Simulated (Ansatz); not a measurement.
CdSe (zinc blende)

```yaml
crystal:
  lattice:
    - [0.00000, 3.09822, 3.09822]
    - [3.09822, 0.00000, 3.09822]
    - [3.09822, 3.09822, 0.00000]
  atoms:
    - { symbol: Se, position: [0.75000, 0.75000, 0.75000] }
    - { symbol: Cd, position: [0.00000, 0.00000, 0.00000] }
```

The slice is a {111} plane (indices of the conventional cell) through the point (0.750, 0.750, 0.750) (fractional), spanned by u = [100] and v = [-1 2 0] in vectors of this cell: u (4.38 Å) and v (7.59 Å, at 90° to u). It covers one period; positions are fractions (u, v).

Calculation: PBE (plane waves to 420 eV, PAW, scalar-relativistic; Ansatz, a quantum-chemistry and plane-wave program). k mesh 9×9×9. Near the nuclei the fields are pseudised (PAW); where an atom keeps semicore shells as valence, they peak there. CdSe was relaxed with its symmetry unable to fall. The PAW data are Ansatz's earlier set.

Task: Predict the map of the electrostatic potential energy of an electron, from the cell's mean on the slice.

Result: 
```tsv
v \ u	0.00	0.12	0.25	0.38	0.50	0.62	0.75	0.88
0.96	x	x	-1.5	4.1	4.3	4.1	-1.5	x
0.86	<-3.0	0.2	4.0	5.2	5.3	5.2	4.0	0.3
0.75	<-3.0	-0.9	3.1	4.8	5.1	4.8	3.1	-0.9
0.64	x	<-3.0	1.5	0.4	<-3.0	0.4	1.4	<-3.0
0.54	0.9	2.0	-1.9	x	x	x	-1.9	2.0
0.43	4.9	4.7	0.8	x	x	x	0.8	4.7
0.32	5.4	5.2	4.2	2.2	0.8	2.2	4.2	5.2
0.21	4.5	4.3	2.3	<-3.0	x	<-3.0	2.3	4.3
0.11	x	x	0.9	<-3.0	<-3.0	<-3.0	0.9	x
0.00	x	x	-2.8	3.3	3.1	3.3	-2.8	x
```

Values: electrostatic potential energy of an electron, from the cell's mean, in eV. Points within 1 Å of a nucleus are blanked (x), as the pseudised field means little there. Values under -3 eV are set to -3. The zero, the cell's mean, hangs on the PAW cores.
